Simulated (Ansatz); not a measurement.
A relaxed cell of RbVO2 is given with its symmetry left out. The cell was found from a structure generator's guess, not taken from experiment.

Level of theory: DFT PBE, scalar-relativistic, plane waves, PAW in Ansatz 0.2.0. Cutoff 420 eV, Γ-centred mesh, Gaussian smearing, collinear spin.

```yaml
crystal:
  lattice:
    - [3.79193, 0.00000, 0.00000]
    - [0.00000, 3.79193, 0.00000]
    - [0.00000, 0.00000, 4.70615]
  atoms:
    - { symbol: Rb, position: [0.00000, 0.00000, 0.00000] }
    - { symbol: V, position: [0.50000, 0.50000, 0.50000] }
    - { symbol: O, position: [0.00000, 0.50000, 0.50000] }
    - { symbol: O, position: [0.50000, 0.00000, 0.50000] }
```

Energies over the elements count from the elements' standard structures at the same level (O₂ as a molecule), with no fitted energy shifts.

Problem. What space group does it have?

Solution. P4/mmm (No. 123). Conventional cell: a = 3.792 Å, c = 4.706 Å. Around Rb lie 8 O at 3.02 Å and 8 V at 3.57 Å; V has 4 O at 1.90 Å and 8 Rb at 3.57 Å; O has 2 V at 1.90 Å, 4 O at 2.68 Å and 4 Rb at 3.02 Å.

Problem. How far does it lie from the elements in energy?

Solution. −1.75 eV/atom. Whether it is stable depends on the other phases of the system, which aren't compared here.

Problem. Is it a metal?

Solution. Yes, bands cross the Fermi level on the 12×12×10 mesh.

Problem. Which magnetic moments does it keep?

Solution. 0.46 μB per atom net, the space between the atoms included; by site: V 1.2 μB.

The last run used collinear spin, a 12×12×10 mesh (in the run's order of axes) for its 4-atom cell and Gaussian smearing of 0.10 eV. In such compounds of V a zero gap at this level may well be an artefact, since no Hubbard U is applied. Another magnetic order may lie lower. Symmetry constrained the relaxation, so the result can be a saddle point.
